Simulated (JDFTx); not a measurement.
* **surface**: TiB2(0001), Ti outermost, slab composition Ti3B4
* **bulk**: TiB2, P6/mmm, lattice of mp-1145 (not re-optimised)
* **slab**: 7 atoms in 5 planes, 1x1, 6.3 Å between the outermost planes
* **in-plane cell**: 3.026 × 3.026 Å, 7.93 Å²
* **cell height**: 22.5 Å
* **sampling**: 8×8×1 k mesh, Fermi smearing 0.01 Ha, no spin polarisation

Whether this polymorph is the ambient one wasn't checked. Neither spin polarisation nor a larger cell was tried.

All numbers are PBE, GBRV ultrasoft potentials, plane waves to 20/100 Ha results from JDFTx (a modified build), not measurements. Liquid: CANDLE, acetonitrile, 1 M NaCl. The neutral cell holds 48 valence electrons and has two faces of 7.930 Å² each. Last filling lines of the neutral and of a charged run (μ in hartree, zero in the bulk liquid):

```
FillingsUpdate:  mu: -0.151948192  nElectrons: 48.000000
FillingsUpdate:  mu: -0.174192000  nElectrons: 47.845682
```

A calculation by hand: both potentials, by the convention U = −μ/e − 4.44 V vs SHE, the surface charge density and the mean capacitance.

U_pzc = 0.15195 × 27.2114 − 4.44 = -0.31 V; U = 0.17419 × 27.2114 − 4.44 = 0.30 V. The cell has -0.1543 excess electrons, a net charge of 0.1543 e, shared by two faces: σ = 0.1543 e / (2 × 7.930 Å²) = 0.00973 e/Å² = 15.6 μC/cm² (1 e/Å² = 1602.18 μC/cm²). C = σ/(U − U_pzc) = 15.6/0.61 ≈ 26 μF/cm². In this non-aqueous liquid the SHE scale is nominal.
